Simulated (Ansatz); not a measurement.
Relaxed-ion elastic tensor of Ir (fcc (Cu type), Fm-3m) in GPa (Voigt order), r²SCAN in the plane-wave PAW code Ansatz; density 22.47 g/cm³, 14.20 Å³ per atom.

```
635  249  249  0.0  0.0  0.0
249  635  249  0.0  0.0  0.0
249  249  635  0.0  0.0  0.0
0.0  0.0  0.0  277  0.0  0.0
0.0  0.0  0.0  0.0  277  0.0
0.0  0.0  0.0  0.0  0.0  277
```

Problem. Is the crystal mechanically stable?

Solution. Yes: the smallest eigenvalue of C is 277 GPa.

Problem. Work out the Voigt, Reuss and Hill averages.

Solution. K_V = 378, K_R = 378, K_H = 378; G_V = 244, G_R = 236, G_H = 240 GPa.

Problem. Give Young's modulus, Poisson's ratio, Pugh's ratio and the universal anisotropy index.

Solution. E = 9KG/(3K + G) = 594 GPa; ν = 0.24; K/G = 1.57 (brittle by the Pugh limit of 1.75); A_U = 5G_V/G_R + K_V/K_R − 6 = 0.16.

Problem. Estimate the sound speeds and the Debye temperature.

Solution. v_l = √((K + 4G/3)/ρ) = 5570 m/s, v_t = √(G/ρ) = 3270 m/s, mean 3620 m/s; Θ = (h/k)(3n/4πV)^(1/3) v_m = 445 K.

Problem. Give the Zener ratio and Young's modulus along [100], [110] and [111].

Solution. A = 2C44/(C11 − C12) = 1.44; 1/E = S11 − 2(S11 − S12 − S44/2)Γ with Γ = 0, 1/4, 1/3 gives 494, 615, 669 GPa.

The r²SCAN relaxation kept the symmetry of its start. No spin polarisation was allowed. As this level gives no gap, shear constants depend on the k-mesh and smearing (Fermi–Dirac, 0.1 eV here). Scalar-relativistic: spin–orbit coupling is off unless named, which matters more the heavier the elements.

Potentials: the later of the program's two PAW sets.
